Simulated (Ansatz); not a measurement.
FeBiO$_{3}$:
```
FeBiO3
1.0
    2.82272     1.62970     4.57052
   -2.82272     1.62970     4.57052
    0.00000    -3.25940     4.57052
Bi Fe O
2 2 6
Direct
  0.27546   0.27546   0.27546
  0.72454   0.72454   0.72454
  0.00000   0.00000   0.00000
  0.50000   0.50000   0.50000
  0.82675   0.67079   0.27641
  0.27641   0.82675   0.67079
  0.67079   0.27641   0.82675
  0.17325   0.32921   0.72359
  0.72359   0.17325   0.32921
  0.32921   0.72359   0.17325
```
The run is spin-polarised; directions of the spins, atom by atom: 0 0 ↑ ↓ 0 0 0 0 0 0.

Relaxed with PBE. Special points in fractions of this cell's reciprocal vectors: Γ (0.000, 0.000, 0.000); T (0.500, 0.500, 0.500); H2 (0.749, 0.251, 0.500); H0 (0.500, -0.251, 0.251); L (0.500, 0.000, 0.000); S0 (0.376, -0.376, 0.000); S2 (0.624, 0.000, 0.376); F (0.500, 0.000, 0.500).

Task: List the band energies nearest the valence-band maximum at these points for plane-wave PAW PBE (Ansatz code).

Result: In eV from the valence-band maximum; about four levels below and three above (degenerate sets whole), none deeper than 8.9 eV; points with the same levels are listed once.

| k | below | above |
|---|---|---|
| Γ ↑ | -1.64 -1.40 -1.12 -1.12 | 0.61 0.61 0.65 |
| T ↑ | -1.43 -0.96 -0.31 -0.31 | 0.81 0.81 0.89 |
| H2 ↑ | -1.59 -1.32 -0.99 -0.63 | 0.85 0.90 0.92 |
| L ↑ | -1.79 -1.26 -0.48 -0.30 | 0.50 0.74 0.84 |
| S0 ↑ | -1.63 -1.38 -0.85 -0.71 | 0.77 0.85 0.93 |
| F ↑ | -1.85 -1.19 -1.09 -0.98 | 0.76 0.91 0.93 |
| Γ ↓ | -1.68 -1.40 -0.91 -0.91 | 0.53 0.66 0.66 |
| T ↓ | -1.39 -0.82 -0.39 -0.39 | 0.43 0.65 0.65 |
| H2 ↓ | -1.51 -1.37 -0.89 -0.53 | 0.65 0.84 0.92 |
| L ↓ | -1.76 -1.35 -0.27 0.00 | 0.59 0.67 0.82 |
| S0 ↓ | -1.46 -1.43 -0.87 -0.56 | 0.68 0.86 0.92 |
| F ↓ | -1.78 -1.20 -1.03 -0.87 | 0.57 0.78 0.96 |

Space group R-3. The start of the workflow was typed in or built on a structure type; neither database checked (COD, Materials Project) lists it. It is not the phase usual at ambient conditions (space group No. 161). The cell was relaxed with PBE under the symmetry of its start, as lowered by the spin order; its stability against distortions is not shown here. Spin order of the final state: antiferromagnetic, chosen from 4 collinear starts compared on coarse meshes (ties went to the first, and starts can fall back to one state), not a proven ground state. The volume moved by 16 % from the start of the relaxation. No Hubbard U is applied. Point labels and valley counts follow the cell and symmetry of the run, lower than the named group. Spin–orbit coupling is left out wherever it is not named.

Potentials: the later of the program's two PAW sets.
